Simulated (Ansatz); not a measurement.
A (110) slab of Fe (Im-3m (No. 229)), 6 planes, outer planes Fe (top) and Fe (bottom), with 6 atoms (Fe6) in a surface cell of A = 5.350 Å², as cut from the bulk:

```
CELL_PARAMETERS angstrom
2.38210 0.00000 0.00000
-0.79403 2.24587 0.00000
0.00000 0.00000 24.72489
ATOMIC_POSITIONS crystal
Fe 0.50000 0.50000 0.30334
Fe 0.00000 0.00000 0.38200
Fe 0.50000 0.50000 0.46067
Fe 0.00000 0.00000 0.53933
Fe 0.50000 0.50000 0.61800
Fe 0.00000 0.00000 0.69666
```

These are results of DFT LDA, scalar-relativistic, plane waves, PAW in Ansatz, not measurements. Settings: cutoff 420 eV, Γ-centred mesh 15×15×1 on the computed 6-atom cell, Gaussian smearing of 0.10 eV; collinear spin from starting moments 2.19 2.19 2.19 2.19 2.19 2.19 μB. The cell repeats along c with a dipole correction in the vacuum.

Against the same 6 atoms in the bulk, the slab as cut lies 2.115 eV higher and the relaxed slab 2.110 eV higher.

Q: Work out the surface energy before and after relaxation.

A: The slab has two faces, so γ = (E_slab − N·E_bulk)/(2A), the mean of both. As cut: 2.115/(2 × 5.350) = 0.1977 eV/Å², and 1 eV/Å² = 16.02 J/m², so γ = 3.17 J/m². Relaxed: 2.110/(2 × 5.350) = 0.1972 eV/Å² = 3.16 J/m². Relaxation recovers 0.2 % of the cost of cutting.

Q: What is the ideal work of this cut, per area?

A: Griffith's ideal work is 2γ: 6.33 J/m² if the new faces stay rigid, 6.32 J/m² if they relax. One thickness was run, 6 planes, so γ can still shift with it.